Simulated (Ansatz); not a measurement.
Competing spin states in SrMnO3

```
Sr Mn O
1.0
     5.44340    0.00000    0.00000
    -2.72170    4.71412    0.00000
     0.00000    0.00000    9.07040
Sr Mn O
4 4 12
Direct
  0.00000 0.00000 0.00000
  0.00000 0.00000 0.50000
  0.33333 0.66667 0.25000
  0.66667 0.33333 0.75000
  0.33333 0.66667 0.61220
  0.66667 0.33333 0.11220
  0.33333 0.66667 0.88780
  0.66667 0.33333 0.38780
  0.81930 0.63860 0.25000
  0.18070 0.81930 0.75000
  0.36140 0.18070 0.25000
  0.18070 0.36140 0.75000
  0.81930 0.18070 0.25000
  0.63860 0.81930 0.75000
  0.50000 0.00000 0.00000
  0.50000 0.50000 0.50000
  0.00000 0.50000 0.00000
  0.50000 0.00000 0.50000
  0.50000 0.50000 0.00000
  0.00000 0.50000 0.50000
```

Computed with plane-wave PAW DFT (Ansatz 0.2.0): r2SCAN, 500 eV cutoff, 6×6×3 Γ-centred mesh, fermi-dirac occupations of width 0.050 eV. The atoms are fixed and numbered as listed; spin is collinear, without spin-orbit coupling.

Different starts of the self-consistent cycle ended in different solutions. Their moments in μB:

| state | Mn5 | Mn6 | Mn7 | Mn8 | other atoms together | size of the net moment a cell |
| --- | --- | --- | --- | --- | --- | --- |
| A | 2.40 | -2.40 | 2.40 | -2.40 | 0.00 | 0.00 |
| B | 2.46 | 2.46 | 2.46 | 2.46 | 0.63 | 12.00 |
| C | 2.39 | 2.39 | -2.39 | -2.39 | 0.00 | 0.00 |
| D | 0.00 | 0.00 | 0.00 | 0.00 | 0.00 | 0.00 |
| E | 2.41 | 2.44 | 2.46 | -2.39 | 0.31 | 6.00 |
| F | 2.44 | -2.44 | -2.44 | 2.44 | 0.00 | 0.00 |

Site moments are taken in small spheres that don't touch (radius about 0.4 of the atom's shortest bond), so those of the magnetic atoms read low, and they needn't add up to the net moment. State D was run without spin polarisation.

Q: What is the order in energy at zero smearing?

A: State C (antiparallel, compensated) is lowest; A (antiparallel, compensated) lies 2.8 meV above it, E (antiparallel, not compensated) lies 10.4 meV above it, F (antiparallel, compensated) lies 17.7 meV above it, B (parallel moments) lies 21 meV above it, D (without moments) lies 362 meV above it, all counted an atom of the cell.

Q: Which states have a gap on the mesh, and what pressure does each exert on this cell?

A: A: gap 2.38 eV, -0.7 GPa; B: gap 1.53 eV, 0.4 GPa; C: gap 2.41 eV, -0.8 GPa; D: no gap, -6.2 GPa; E: gap 1.85 eV, -0.2 GPa; F: gap 1.90 eV, 0.2 GPa (positive in compression). Moments take up room: without them the pressure is lower, so that state wants a smaller cell.

Q: What do states B and C say about the exchange?

A: Between B and C the moments keep their size (2.46 against 2.39 μB in the mean), so the difference mostly measures the exchange between the flipped sites: the antiparallel order gains 106 meV for each Mn atom. The nearest flipped pair stands 2.50 Å apart. Flipped pairs are linked through O; the widest Mn–O–Mn angle among the nearer links is 180°, at 3.74 Å between the metal atoms. A nearly straight link favours antiparallel spins by superexchange as a rule of thumb, which fits.

Q: What does magnetism gain here?

A: 362 meV an atom of the cell, or 1811 meV for each Mn atom, against state D, which has none. A run without spin would miss this and give wrong energies and forces. That state isn't the paramagnet, which keeps its moments, so this is no ordering energy.

Of 5 runs begun from atoms with typed moments, each in a different pattern, 1 ended in state C: one start isn't enough to call a state the ground state.

The cell is that of a Crystallography Open Database entry, unchanged.

Caveats: only orders that fit this cell and collinear spins were tried, so the true order may need a larger cell or canted moments; atoms and cell are not relaxed, and each state would relax in its own way; semilocal functionals without U often misplace the states of 3d oxides, halides and chalcogenides; the k mesh is coarse, so differences of a few meV are uncertain where a state is a metal; one start a pattern, so a lower state of the same pattern may exist.
